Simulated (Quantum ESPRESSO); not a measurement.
```
BaSnO3
1.0
    4.14347     0.00000     0.00000
    0.00000     4.14347     0.00000
    0.00000     0.00000     4.14347
O Sn Ba
3 1 1
Direct
  0.00000   0.50000   0.00000
  0.50000   0.00000   0.00000
  0.00000   0.00000   0.50000
  0.00000   0.00000   0.00000
  0.50000   0.50000   0.50000
```

The geometry is that of Materials Project entry mp-3163, symmetrised and not relaxed again.

Task: What does norm-conserving LDA (Quantum ESPRESSO, 84 Ry, no spin-orbit coupling) give for the electronic structure near the Fermi level?

Result: The LDA gap is indirect, 0.56 eV, from R to Γ; the smallest direct gap is 1.03 eV. Spin-orbit splittings are left out. The cell is held in this high symmetry; tilts and polar distortions were not searched.
